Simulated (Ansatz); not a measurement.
BP: computed property card

BP:
```
BP
1.0
    3.27650     0.00000     0.00000
   -1.63825     2.83753     0.00000
    0.00000     0.00000     7.00477
B P
3 3
Direct
  0.00000   0.50000   0.33333
  0.50000   0.50000   0.66667
  0.50000   0.00000   0.00000
  0.00000   0.50000   0.83333
  0.50000   0.50000   0.16667
  0.50000   0.00000   0.50000
```

Space group P6_422 (No. 181); conventional cell a = b = 3.276 Å, c = 7.005 Å, α = β = 90.00°, γ = 120.00°.

Method: r²SCAN (plane waves, PAW; program Ansatz). Geometry: relaxed at this level of theory. Other levels are named where they apply.

**Cell and energy**

| Property | Value |
|---|---|
| Volume per atom | 10.85 Å³ |
| Density | 3.20 g/cm³ |
| Formation energy from the elements (no fitted shifts) | 0.066 eV/atom |

**Electronic structure**

| Quantity | Value |
|---|---|
| Band gap | 0.23 eV (indirect) |
| Valence-band maximum | at Γ |
| Conduction-band minimum | at M (3 equivalent valleys) |
| Smallest direct gap on the standard path | 2.65 eV |
| Electron effective mass | 0.18, 0.27, 0.31 mₑ (principal values) |
| Hole effective mass | 0.33, 0.42, 0.42 mₑ (principal values) |
| HSE06 gap on the r²SCAN cell | 0.62 eV |

**Mechanics**

| Property | Result |
|---|---|
| Bulk modulus (Birch–Murnaghan fit) | 177 GPa |
| Pressure derivative B′ | 3.9 |
| Elastic constants (relaxed ions, GPa) | C11 = 434, C12 = 43.2, C13 = 61.6, C33 = 393, C44 = 212 |
| Mechanical stability | stable (all eigenvalues of C positive) |
| Hill bulk and shear moduli | 177 and 196 GPa |
| Young's modulus | 430 GPa |
| Poisson's ratio | 0.10 |
| Debye temperature from the elastic constants | 1150 K |

**Charges**

| Property | Value |
|---|---|
| Bader charges | B +0.48, P -0.48 e |

The start of the workflow was typed in or built on a structure type; neither database checked (COD, Materials Project) lists it. It is not the phase usual at ambient conditions (space group No. 216). The r²SCAN relaxation kept the symmetry of its start; its stability against distortions is not shown here. The references are the lowest solids computed at this level, not always the standard phases.

Potentials: the earlier of the program's two PAW sets. The files were generated under PBE; for other functionals the program regenerates the frozen cores, and for LDA and PBEsol the local potential too.
